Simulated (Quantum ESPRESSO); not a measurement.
AlSi2O5F, convergence and cost over cutoff and k mesh

Simulated, not a measurement. The program is pw.x of Quantum ESPRESSO 7.5 (plane-wave density functional theory). The cell is made up: 9 atoms on a quartz lattice, with randomly drawn elements, strain and displacements, not relaxed. PseudoDojo standard norm-conserving files (v0.5 for PBE, v0.4.1 for LDA and PBEsol) set the functional; there is no spin polarisation, spin-orbit coupling or dispersion term, and the masses in the input are unused placeholders.

Input of the run in row 2:

```
&control calculation='scf', pseudo_dir='./dojo.nc.sr.pbe.v0_5.standard.upf', outdir='./o', disk_io='medium', tprnfor=.true., tstress=.true. /
&system ibrav=0, nat=9, ntyp=4, nbnd=30, ecutwfc=84.00895049, nosym=.true., tot_charge=0,
 occupations='smearing', smearing='fd', degauss=0.0018374661
/
&electrons conv_thr=7.350e-09, electron_maxstep=60, /
ATOMIC_SPECIES
Al 1.0 Al.upf
F 1.0 F.upf
O 1.0 O.upf
Si 1.0 Si.upf
CELL_PARAMETERS angstrom
5.1474 0.0 0.0
-2.5737 4.4578 0.0
0.0 0.0 5.6499
ATOMIC_POSITIONS angstrom
Al 2.4738 -0.0658 3.7492
Si -1.2068 2.0916 1.905
Si 1.3143 2.3492 0.0782
O 1.3919 1.183 4.44
O 3.432 0.7143 2.572
F 2.8425 2.6272 0.7362
O 0.2971 1.8595 1.1984
O -1.1454 3.2781 3.053
O 0.8829 3.7861 4.9563
K_POINTS automatic
5 5 4 1 1 1
```

The same cell was run at these settings. Meshes are shifted by half a step, and differences are from the last row, which is itself not exact.

```
cutoff (eV)     k mesh  k points solved  threshold (eV)  free energy less the last row's (eV)  pressure (GPa)  largest stress difference (GPa)  largest force difference (eV/Å)  iterations  wall time (s)  k-point pools              processor
        800  2 x 2 x 2                4           1e-04                                 0.963          -11.15                             8.57                            0.018           8             26              1  AMD EPYC, Zen 5 class
       1143  5 x 5 x 4               50           1e-07                                 0.002           -2.73                             0.02                            0.001          12            371              1  AMD EPYC, Zen 5 class
       1437  7 x 7 x 6              147           1e-07                                 0.000           -2.71                             0.00                            0.000          12           1656              1  AMD EPYC, Zen 5 class
```

Each pool is one process. Wall times include start-up and a band step at six k points, which weighs most on the coarsest meshes. The runs were on shared virtual cores whose load varied, so times are rough.